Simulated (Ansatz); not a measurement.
Starting structure of a cell relaxation (symmetry kept):

```
CELL_PARAMETERS angstrom
-2.38950 3.89750 3.91000
2.38950 -3.89750 3.91000
2.38950 3.89750 -3.91000
ATOMIC_POSITIONS crystal
Sr 0.30200 0.05200 0.25000
Sr 0.69800 0.94800 0.75000
Zn 0.27400 0.33500 0.93900
Zn 0.89600 0.33500 0.56100
Zn 0.72600 0.66500 0.06100
Zn 0.10400 0.66500 0.43900
```

Level of theory: DFT r2SCAN, scalar-relativistic, plane waves, PAW (Ansatz 0.2.0).

Plane waves to 500 eV, a k mesh through Γ of 10×10×10 on the computed 6-atom cell and Gaussian smearing (0.10 eV); no spin polarisation.

Q: What does it relax to?

A: The volume goes down by 0.91 Å³/atom to 23.37 Å³/atom, and the energy falls by 6.3 meV/atom. Final structure:
```yaml
crystal:
  lattice:
    - [-2.37469, 3.86194, 3.82196]
    - [2.37469, -3.86194, 3.82196]
    - [2.37469, 3.86194, -3.82196]
  atoms:
    - { symbol: Sr, position: [0.30365, 0.05365, 0.25000] }
    - { symbol: Sr, position: [0.69635, 0.94635, 0.75000] }
    - { symbol: Zn, position: [0.26805, 0.33724, 0.93081] }
    - { symbol: Zn, position: [0.90643, 0.33724, 0.56919] }
    - { symbol: Zn, position: [0.73195, 0.66276, 0.06919] }
    - { symbol: Zn, position: [0.09357, 0.66276, 0.43081] }
```